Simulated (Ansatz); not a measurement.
An Ansatz (a first-principles code) run. Input:

Ansatz 0.2 input:
```yaml
crystal:
  lattice:
    - [6.3927953203, 2.4433649221, 0.0]
    - [-6.3927953203, 2.4433649221, 0.0]
    - [-1.3776842045, 0.0, 5.3789608901]
  atoms:
    - { symbol: Nb, position: [0.1007863044, 0.3820538175, 0.2456602827] }
    - { symbol: Nb, position: [0.8992136956, 0.6179461825, 0.7543397173] }
    - { symbol: Nb, position: [0.3820538175, 0.1007863044, 0.2543397173] }
    - { symbol: Nb, position: [0.6179461825, 0.8992136956, 0.7456602827] }
    - { symbol: O, position: [0.1352435983, 0.7239690148, 0.12797992] }
    - { symbol: O, position: [0.8647564017, 0.2760309852, 0.87202008] }
    - { symbol: O, position: [0.7239690148, 0.1352435983, 0.37202008] }
    - { symbol: O, position: [0.2760309852, 0.8647564017, 0.62797992] }
    - { symbol: O, position: [0.894209624, 0.894209624, 0.75] }
    - { symbol: O, position: [0.105790376, 0.105790376, 0.25] }
    - { symbol: O, position: [0.5586241472, 0.3372533323, 0.97653311] }
    - { symbol: O, position: [0.4413758528, 0.6627466677, 0.02346689] }
    - { symbol: O, position: [0.3372533323, 0.5586241472, 0.52346689] }
    - { symbol: O, position: [0.6627466677, 0.4413758528, 0.47653311] }
kpoints:
  mp_grid: { grid: [4, 4, 3] }
hamiltonian:
  xc: hse06
  pseudopotentials: { azcp: { folder: ./paw }, kind: paw }
scf:
  n_extra_bands: 14
  occupations: { method: fixed }
output:
  eigenvalues: true
  eigenstates:
    e_range: [-9.0, 11.9]
    kpoints:
      - [-0.104167, 0.104167, 0.052083]  # VBM
      - [0.375, -0.375, -0.359375]  # CBM
```

Output (shortened):

```
Pseudopotentials: kind: paw
Pseudopotential: Nb, paw, valence charge 13
Pseudopotential: O, paw, valence charge 6
Functional definition: HSE06
davidson cushion auto → on  (no smearing: the cushion is to keep the highest requested band from converging to the state above it …
Crystal: 14 atoms, lattice volume = 168.038 Å³
Basis set: ecut = 420 eV, 3287 PW (Γ)
Bands: 70, of which v1, the nominal top of the filled ones, is band 56 counted from 1 (55 counted from 0)
Symmetry: 4 space group operations
Space group: C2/c (ITA 15), of the structure as read, at distance tolerance 5.5e-5 Å
k-points: 17 of 48
PAW frozen core: Nb, regenerated for the run's functional, and the local potential with it
PAW frozen core: O, regenerated for the run's functional, and the local potential with it
Initial density: superposition of atomic densities (chi_scale 0.1, normalization cell, long waves kept (reshape's long-wave potential 0.08 eV rms))
Initial wavefunctions: pseudopotential atomic-orbital guess
Eigensolver: davidson
Functional: x = pbe(κ = 0.804, μ = 0.2195149727645171), c = pbe(β = 0.06672455060314922), warm-up for x = pbe(κ = 0.804, μ = 0.2195149727645171) + 0.25 (exact …
SCF iter   1: F=—  HF=-23899.295171 eV  |F-HF|=—  |Δ(HF+E_count)|=         —  Δρ=1.06e-1  dr2=1.93e1  ethr=1.00e-1  ⟨swp⟩=4.1  Hψ=3705  notcnv=0
preconditioner: auto → none
SCF iter   2: F=—  HF=-23900.145996 eV  |F-HF|=—  |Δ(HF+E_count)|=   8.51e-1  Δρ=1.28e-1  dr2=2.52e1  ethr=1.73e-2  ⟨swp⟩=3.6  Hψ=3434  notcnv=0
iter 3 solved again at ethr=9.10e-4 eV; its pass at ethr=1.73e-2 eV (dr2=1.02e0 eV) is discarded
SCF iter   3: F=—  HF=-23895.946548 eV  |F-HF|=—  |Δ(HF+E_count)|=    4.20e0  Δρ=3.12e-2  dr2=1.09e0  ethr=9.10e-4  ⟨swp⟩=3.0  Hψ=5707  notcnv=0
SCF iter   4: F=—  HF=-23896.046531 eV  |F-HF|=—  |Δ(HF+E_count)|=   1.00e-1  Δρ=2.11e-2  dr2=7.18e-1  ethr=9.10e-4  ⟨swp⟩=3.0  Hψ=2975  notcnv=0
SCF iter   5: F=—  HF=-23895.954537 eV  |F-HF|=—  |Δ(HF+E_count)|=   9.20e-2  Δρ=5.13e-3  dr2=2.58e-2  ethr=6.41e-4  ⟨swp⟩=2.5  Hψ=2638  notcnv=0
SCF iter   6: F=—  HF=-23895.955113 eV  |F-HF|=—  |Δ(HF+E_count)|=   5.76e-4  Δρ=1.69e-3  dr2=3.18e-3  ethr=2.30e-5  ⟨swp⟩=3.0  Hψ=3341  notcnv=0
SCF iter   7: F=-23895.954935 eV  HF=-23895.954987 eV  |F-HF|=5.22e-5  |Δ(HF+E_count)|=   1.26e-4  Δρ=8.79e-4  dr2=6.24e-4  ethr=2.84e-6  ⟨swp⟩=3.0  Hψ=2780  notcnv=0
SCF 1 stopped early in 7 iterations: F = -23895.954935 eV  dr2 = 6.24e-4
Crystal: 14 atoms, lattice volume = 168.038 Å³
Initial density: handed on by an earlier stage of this run
Initial wavefunctions: those handed on with the density
Functional: x = pbe(κ = 0.804, μ = 0.2195149727645171) + 0.25 (exact − pbe) at short range (hse, ω = 0.20786987370883472 Å⁻¹), c = pbe(β = 0.06672455060314922); HSE06 as pw.x's `hse` composes it (authors' and Libxc's form: `xc: wpbeh`)
Exchange kernel: α = 0.2500, screened, ω = 0.2079 Å⁻¹, Wigner–Seitz truncation, v(0) = 1043.2646 eV·Å³, q-mesh 4×4×3, nearest image of the exchange supercell L …
Frozen-core exchange: fock
SCF iter   1: F=—  HF=-23902.395262 eV  |F-HF|=—  |Δ(HF+E_count)|=         —  Δρ=2.11e-2  dr2=1.26e0  ethr=5.57e-6  ⟨swp⟩=5.9  Hψ=5740  notcnv=0
preconditioner: auto → none
SCF iter   2: F=—  HF=-23902.070922 eV  |F-HF|=—  |Δ(HF+E_count)|=   3.24e-1  Δρ=5.42e-3  dr2=7.57e-2  ethr=5.57e-6  ⟨swp⟩=5.0  Hψ=5060  notcnv=0
SCF iter   3: F=—  HF=-23902.134095 eV  |F-HF|=—  |Δ(HF+E_count)|=   6.32e-2  Δρ=5.03e-3  dr2=6.01e-2  ethr=5.57e-6  ⟨swp⟩=4.0  Hψ=4472  notcnv=0
SCF iter   4: F=—  HF=-23902.125699 eV  |F-HF|=—  |Δ(HF+E_count)|=   8.40e-3  Δρ=3.30e-3  dr2=2.63e-2  ethr=5.57e-6  ⟨swp⟩=4.0  Hψ=4336  notcnv=0
SCF iter   5: F=—  HF=-23902.120700 eV  |F-HF|=—  |Δ(HF+E_count)|=   5.00e-3  Δρ=7.75e-4  dr2=1.41e-3  ethr=5.57e-6  ⟨swp⟩=3.0  Hψ=3177  notcnv=0
SCF iter   6: F=—  HF=-23902.122535 eV  |F-HF|=—  |Δ(HF+E_count)|=   1.83e-3  Δρ=6.95e-4  dr2=7.68e-4  ethr=1.09e-6  ⟨swp⟩=3.9  Hψ=3517  notcnv=0
SCF iter   7: F=—  HF=-23902.122389 eV  |F-HF|=—  |Δ(HF+E_count)|=   1.46e-4  Δρ=3.42e-4  dr2=2.35e-4  ethr=6.66e-7  ⟨swp⟩=3.0  Hψ=2770  notcnv=0
SCF iter   8: F=-23902.122322 eV  HF=-23902.122346 eV  |F-HF|=2.45e-5  |Δ(HF+E_count)|=   4.27e-5  Δρ=1.15e-4  dr2=4.85e-5  ethr=1.90e-7  ⟨swp⟩=2.0  Hψ=2618  notcnv=0
SCF 2 stopped early in 8 iterations: F = -23902.122322 eV  dr2 = 4.85e-5
hybrid outer 1: dexx = +7.749e-2 eV, tail = 1.91e-4 eV
Crystal: 14 atoms, lattice volume = 168.038 Å³
Exchange kernel: α = 0.2500, screened, ω = 0.2079 Å⁻¹, Wigner–Seitz truncation, v(0) = 1043.2646 eV·Å³, q-mesh 4×4×3, nearest image of the exchange supercell L …
Frozen-core exchange: fock
SCF iter   1: F=—  HF=-23902.121458 eV  |F-HF|=—  |Δ(HF+E_count)|=         —  Δρ=2.07e-4  dr2=7.76e-5  ethr=8.55e-7  ⟨swp⟩=2.7  Hψ=2636  notcnv=0
preconditioner: auto → none
SCF iter   2: F=—  HF=-23902.121445 eV  |F-HF|=—  |Δ(HF+E_count)|=   1.31e-5  Δρ=6.81e-5  dr2=1.09e-5  ethr=6.66e-8  ⟨swp⟩=3.0  Hψ=3233  notcnv=0
iter 3 solved again at ethr=5.93e-11 eV; its pass at ethr=7.07e-9 eV (dr2=6.64e-8 eV) is discarded
SCF iter   3: F=—  HF=-23902.121443 eV  |F-HF|=—  |Δ(HF+E_count)|=   1.79e-6  Δρ=9.58e-6  dr2=6.87e-7  ethr=5.93e-11  ⟨swp⟩=4.0  Hψ=6739  notcnv=0
SCF iter   4: F=—  HF=-23902.121447 eV  |F-HF|=—  |Δ(HF+E_count)|=   4.34e-6  Δρ=3.06e-5  dr2=1.68e-6  ethr=4.42e-11  ⟨swp⟩=5.6  Hψ=5077  notcnv=0
SCF iter   5: F=-23902.121447 eV  HF=-23902.121447 eV  |F-HF|=2.02e-9  |Δ(HF+E_count)|=   3.79e-7  Δρ=2.52e-6  dr2=1.03e-8  ethr=4.42e-11  ⟨swp⟩=4.0  Hψ=4549  notcnv=0
SCF 3 converged in 5 iterations: F = -23902.121447 eV  dr2 = 1.03e-8
hybrid outer 2: dexx = +4.232e-6 eV, tail = 4.93e-8 eV, Δε = 3.54e-3 eV (about 6.42e-5 eV left of the loop's levels)
NSCF: frozen V_eff on 2 k-points
hybrid SCF converged: 2 outer / 13 inner (+7 warm-up), last move |dexx| = 4.23e-6 eV, tail = 4.93e-8 eV
Stability not checked (fock_operator)
Free energy (F): -23902.121447 eV
Frozen-core exchange: fock
Harris-Foulkes:  -23902.121447 eV  (|F-HF|=2.02e-9)
Internal energy: -23902.121447 eV  (E = F + TS)
E sigma→0 (E₀):  -23902.121447 eV
Fermi energy:    7.271746 eV
--- Per-component energies (eV) ---
  E_band       = -955.718441
  E_kinetic    = 3181.702727
  E_local      = -7320.672611  (includes V_loc(G=0)·N_el)
  E_nonlocal   = 857.689006
  E_hartree    = 2577.017583
  E_xc         = -1106.489016
  E_vxc        = -1364.991189  (∫ρ·V_xc dr)
  E_exx        = -338.627612  (= α·E_x^exact, valence–valence)
  E_paw        = -13886.439769  (= ΣΔE_a)
  E_vpaw       = -786.235591  (= ΣTr[D̂ρ^β])
  E_aug_tail   = 0.007787  (compensation charges beyond the density's cutoff)
  E_ewald      = -7864.372640
  E_core_change = -1.936901  (= ΣΔE_core)
  E_smearing   =  0.000000  (= −TS)
  E_closure    = 0.000000  (closes the sum)
  Σ components = -23902.121447   (vs F -23902.121447, Δ=0.00e0)
  [band-id]    e_kinetic+e_local+e_nonlocal+2·e_hartree+e_vxc+2·e_exx+e_vpaw+e_augmentation_tail = -955.719930   (vs E_band -955.718441, Δ=-1.49e-3)
--- Band table (eV; the first three rows and the last of 17) ---
  k-point 0: bands = ["-50.6112", "-50.5902", "-50.5890", "-50.5858", "-25.6390", "-25.6060", "-25.6020", "-25.5814", "-25.5039", "-25.4144", "-25.3131", "-25.2611", "-25.2570", "-25.2441", "-25.2291", "-25.1928", "-11.9585", "-11.2442", "-11.1795", "-10.9934", "-10.5571", "-10.4306", "-10.1319", "-9.9473", "-9.8392", "-9.8333", "1.6376", "1.7152", "2.0547", "2.2114", "2.4790", "2.4928", "2.5131", "2.7880", "3.0075", "3.5884", "3.6823", "3.8589", "3.9300", "4.7095", "4.8281", "4.9893", "5.3718", "5.3817", "5.5431", "5.5741", "5.7678", "5.7837", "6.0104", "6.0391", "6.2756", "6.5103", "6.5406", "6.6531", "6.8833", "7.2717", "11.9028", "11.9253", "12.4894", "12.4989", "12.6031", "12.8234", "13.1478", "13.4158", "13.5634", "13.7529", "14.4865", "14.8629", "15.4377", "15.9025"]
  k-point 1: bands = ["-50.6064", "-50.5960", "-50.5883", "-50.5854", "-25.5975", "-25.5825", "-25.5637", "-25.5330", "-25.5075", "-25.4523", "-25.3470", "-25.3261", "-25.2730", "-25.2662", "-25.2141", "-25.1949", "-11.6442", "-11.1873", "-10.9235", "-10.8285", "-10.4940", "-10.4553", "-10.3148", "-10.2032", "-10.1422", "-10.0791", "1.9315", "2.0355", "2.0778", "2.1458", "2.6254", "2.9085", "2.9157", "3.2645", "3.3440", "3.4611", "3.6939", "3.7834", "3.8912", "4.1994", "4.3730", "4.7075", "4.8635", "5.1116", "5.3521", "5.4173", "5.5308", "5.7303", "5.7558", "5.9806", "6.2799", "6.5555", "6.6512", "6.7298", "6.8160", "7.1349", "12.0530", "12.0882", "12.4369", "12.5040", "12.7962", "13.0461", "13.2272", "13.6744", "14.0222", "14.0477", "14.1625", "14.3971", "15.6986", "16.1067"]
  k-point 2: bands = ["-50.6077", "-50.5914", "-50.5897", "-50.5872", "-25.6119", "-25.5933", "-25.5629", "-25.5585", "-25.5019", "-25.4189", "-25.3408", "-25.2930", "-25.2807", "-25.2681", "-25.2309", "-25.2001", "-11.7181", "-11.1447", "-11.0339", "-10.8994", "-10.5833", "-10.4367", "-10.2634", "-10.1503", "-10.0048", "-9.9586", "1.7515", "1.8314", "1.8737", "2.1930", "2.4337", "2.7388", "2.9381", "3.1949", "3.2898", "3.4284", "3.6903", "3.7384", "4.0728", "4.3172", "4.6992", "4.8118", "5.0412", "5.2145", "5.4202", "5.4760", "5.6452", "5.8630", "6.0260", "6.1848", "6.3417", "6.5234", "6.5775", "6.6889", "6.9327", "7.0806", "11.6152", "11.8059", "12.2190", "12.3389", "12.6999", "13.0000", "13.2824", "13.6520", "13.7268", "14.1744", "14.3428", "14.4615", "15.8044", "15.9543"]
  k-point 16: bands = ["-50.6018", "-50.5950", "-50.5929", "-50.5864", "-25.5871", "-25.5678", "-25.5390", "-25.5388", "-25.4387", "-25.4048", "-25.3568", "-25.3398", "-25.3116", "-25.3030", "-25.2514", "-25.2280", "-11.4061", "-11.0430", "-11.0063", "-10.9239", "-10.7504", "-10.4266", "-10.3214", "-10.2070", "-10.1651", "-10.0182", "1.6841", "1.7953", "2.1201", "2.2397", "2.6630", "2.6882", "2.9362", "3.1710", "3.4896", "3.5621", "3.6636", "3.7403", "4.2501", "4.3496", "4.5969", "4.7625", "4.8769", "5.2272", "5.3554", "5.4597", "5.4797", "5.6171", "5.6529", "5.9439", "6.1702", "6.5459", "6.6688", "6.8334", "6.9704", "7.0777", "11.3787", "11.6268", "12.4302", "12.6016", "12.7006", "13.3040", "13.4277", "13.7664", "14.1161", "14.3344", "14.4928", "14.5246", "15.1582", "15.2849"]
  band table: 70 of 70 bands, residual norms ≤ 1.0e-3 eV
```

Cost: about 5 core-minutes (a rough figure) on shared cores.

The points marked VBM and CBM come from a semilocal run.

The workflow started from a Materials Project entry (that database holds measured and hypothetical structures alike); the Crystallography Open Database files this formula in space group No. 15, but the cells were not matched. Its standing as an ambient phase is unchecked. Symmetry was held in the PBEsol relaxation; whether a distortion lowers the energy is not shown. No spin polarisation was allowed. Scalar-relativistic: spin–orbit coupling is off unless named, which matters more the heavier the elements.

Potentials: the earlier of the program's two PAW sets.

Ansatz is a plane-wave DFT program.
